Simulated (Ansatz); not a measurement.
SiNF:
```
SiNF
1.0
    0.15788     0.10243    -5.37919
    1.63134    -4.68902     0.00000
   -4.80914     0.00000     0.00000
Si N F
3 3 3
Direct
  0.77873   0.45029   0.48675
  0.33189   0.56156   0.84810
  0.54925   0.02926   0.65548
  0.76841   0.12179   0.47774
  0.33682   0.23429   0.84525
  0.55416   0.68658   0.66509
  0.05438   0.61629   0.67622
  0.84006   0.50294   0.18921
  0.28629   0.79700   0.15615
```

Relaxed with r²SCAN. The program Ansatz at the r²SCAN level (PAW) gives a gap of 4.31 eV.

Q: What gap does HSE06 give on the same cell (Ansatz, PAW)?

A: 5.23 eV, 0.92 eV more. The hybrid was solved on a coarser mesh and at special points; the gap given is the minimum over both.

Cost on shared cores: the r²SCAN run (SCF on a 5×6×6 mesh, then bands and DOS) roughly 11 core-minutes, the HSE06 run (SCF on 3×4×4, then a few points) roughly 2.9 core-minutes; the tasks are unlike.

Space group P1. The start of the workflow was typed in or built on a structure type; neither database checked (COD, Materials Project) lists it. Whether it is the stable phase at ambient conditions was not checked. The cell was relaxed with r²SCAN; its stability against distortions is not shown here.

Potentials: the earlier of the program's two PAW sets. The files were generated under PBE; for other functionals the program regenerates the frozen cores, and for LDA and PBEsol the local potential too.
